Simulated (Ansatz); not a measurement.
# As$_{6}$AuO$_{2}$ in Ansatz, settings compared

Input:

```yaml
crystal:
  lattice:
    - [5.874325, 0.0, 0.0]
    - [-1.234744, 5.77334, 0.0]
    - [-0.071826, -1.211925, 5.8309]
  atoms:
    - { symbol: As, position: [0.0836, 0.7671, 0.6794] }
    - { symbol: As, position: [0.9164, 0.2329, 0.3206] }
    - { symbol: As, position: [0.3057, 0.9531, 0.2026] }
    - { symbol: As, position: [0.6943, 0.0469, 0.7974] }
    - { symbol: Au, position: [0.0, 0.0, 0.0] }
    - { symbol: O, position: [0.5392, 0.4276, 0.5536] }
    - { symbol: O, position: [0.4608, 0.5724, 0.4464] }
    - { symbol: As, position: [0.2282, 0.3219, 0.9101] }
    - { symbol: As, position: [0.7718, 0.6781, 0.0899] }
kpoints:
  mp_grid: { grid: [3, 3, 3], shift: [0.5, 0.5, 0.5] }
magnetization:
  spin_polarized: false
scf:
  occupations: { method: gaussian, width: 0.0419 }
hamiltonian:
  pseudopotentials: { kind: paw }
  xc: pbe
basis:
  ecutwfc: 420
output:
  forces: true
  stress: true
  eigenvalues: true
```

Run with:

```bash
ansatz run input.yaml --threads 1 --pin off --max-ram 2560MiB --backend cpu --events-out ev --progress --plain --runs-dir out
```

Origin of the cell: a known structure type with other elements, at an estimated volume, so it need not be a known compound.

Output of this run (shortened):

```
Pseudopotentials: kind: paw
Pseudopotential: As, paw, valence charge 15, recommended cutoff 420 eV (normal), As.paw.azcp
Pseudopotential: Au, paw, valence charge 19, recommended cutoff 420 eV (normal), Au.paw.azcp
Pseudopotential: O, paw, valence charge 6, recommended cutoff 420 eV (normal), O.paw.azcp
Functional definition: PBE
  exchange = pbe_x(kappa = kappa, mu = beta*pi^2/3)
  correlation = pbe_c(beta = beta)
Crystal: 9 atoms, lattice volume = 197.752 Å³
Basis set: ecut = 420 eV, 3853 PW (Γ), exchange–correlation on 80×80×80 points (8 copies of the dense FFT grid, shifted against one another)
Bands: 73, of which v1, the nominal top of the filled ones, is band 61 counted from 1 (60 counted from 0)
Symmetry: 2 space group operations
Space group: P-1 (ITA 2), of the structure as read, at distance tolerance 5.8e-5 Å
[… 7 lines left out …]
Initial density: superposition of atomic densities (neutral atoms: chi_scale 0, normalization atom), corrected by the library's trained network
Functional: x = pbe(κ = 0.804, μ = 0.219515), c = pbe(β = 0.066725)
SCF iter   1: F=—  HF=-43405.547436 eV  Δρ=1.98e-2  dr2=1.39e0  defer=14
SCF iter   2: F=—  HF=-43405.471260 eV  Δρ=6.77e-3  dr2=9.20e-2  defer=44
SCF iter   3: F=—  HF=-43405.485252 eV  Δρ=3.64e-3  dr2=8.32e-3  defer=44
SCF iter   4: F=—  HF=-43405.483938 eV  Δρ=8.79e-4  dr2=1.80e-3  defer=44
SCF iter   5: F=—  HF=-43405.484023 eV  Δρ=1.35e-4  dr2=3.96e-5  defer=44
SCF iter   6: F=—  HF=-43405.484044 eV  Δρ=2.83e-5  dr2=2.21e-6  defer=44
SCF iter   7: F=—  HF=-43405.484045 eV  Δρ=1.06e-5  dr2=3.75e-7  defer=44
SCF iter   8: F=-43405.484045 eV  HF=-43405.484045 eV  Δρ=2.76e-6  dr2=1.72e-8
SCF 1 converged in 8 iterations: F = -43405.484045 eV  dr2 = 1.72e-8
SCF converged after 8 iterations
Free energy (F): -43405.484045 eV
Harris-Foulkes:  -43405.484045 eV  (|F-HF|=8.72e-9)
Internal energy: -43405.477029 eV  (E = F + TS)
E sigma→0 (E₀):  -43405.480537 eV
Entropy (-TS):   -0.007016 eV (-0.780 meV/atom)
Fermi energy:    8.044123 eV
--- Per-component energies (eV) ---
  E_band       = -2128.559810
  E_kinetic    = 1564.692782
  E_local      = -16308.898095  (includes V_loc(G=0)·N_el)
  E_nonlocal   = -3860.376909
  E_hartree    = 8215.755087
  E_xc         = -846.960592
  E_vxc        = -932.971801  (∫ρ·V_xc dr)
  E_paw        = -21022.121129  (= ΣΔE_a)
  E_vpaw       = 977.476090  (= ΣTr[D̂ρ^β])
  E_aug_tail   = 0.005852  (compensation charges beyond the density's cutoff)
  E_ewald      = -11147.574025
  E_smearing   = -0.007016  (= −TS)
  Σ components = -43405.484045   (vs F -43405.484045, Δ=0.00e0)
--- Forces (eV/Å), atoms counted from 1 ---
  atom   1  As     2.100764    -2.189954    -4.641955
  atom   2  As    -2.100764     2.189954     4.641955
  atom   3  As     4.333930    -1.206521     2.651155
  atom   4  As    -4.333930     1.206521    -2.651155
  atom   5  Au     0.000000     0.000000     0.000000
  atom   6  O     -0.620024     0.969482    -0.712075
  atom   7  O      0.620024    -0.969482     0.712075
  atom   8  As     2.174178     4.850873    -1.369578
  atom   9  As    -2.174178    -4.850873     1.369578
  max |Σ_I F_I| component: 0.00e0 eV/Å
--- Stress (GPa, compression-positive) ---
       12.650096       0.488543       1.201307
        0.488542      12.788867       1.709978
        1.201308       1.709978      13.027494
  P = ⅓ Tr σ = 12.8222 GPa (128.222 kbar)
```

The same input was run again with these changes:

1. `basis.ecutwfc` 420 → "14.7 Ry"; `scf.mixing.algorithm` default → broyden; `scf.mixing.beta` default → 0.3; `total_charge` default → -1
2. `scf.occupations.method` gaussian → cold; `scf.occupations.width` 0.0419 → 0.025; `basis.xc_grid` default → 1
3. `basis.ecutrho_ratio` default → 12
4. `scf.algorithm` default → direct_min; `accuracy` default → high

```
 run        end  SCF iterations  P (GPa)  max force component (eV/Å)  moment (μB)  ΔE(σ→0) (meV/atom)
base  converged               8    12.82                       4.851            –                   0
   1  converged              11        –                       5.646            –                   –
   2  converged              10    12.81                       4.855            –                0.09
   3  converged               8    12.82                       4.851            –                0.01
   4  converged               9    12.82                       4.851            –                0.00
```

Energies are compared only where functional, datasets, charge and starting cell are the same.

Not properties of the system: run 1 (too coarse or loose: `basis.ecutwfc` = "14.7 Ry").

Caveats of the base run: no moments, though an odd count or open d shells may carry them; no spin-orbit coupling, though heavy elements are present; the k mesh is coarse if the cell is a metal.

Run 1: charged cell with a uniform background, whose pressure depends on convention; the cutoff lies below the datasets' advice.

Time of the base run: 12 s on 1 thread of Arm Neoverse V2, on a shared host, peak memory 0.5 GiB, from the program's own first density.
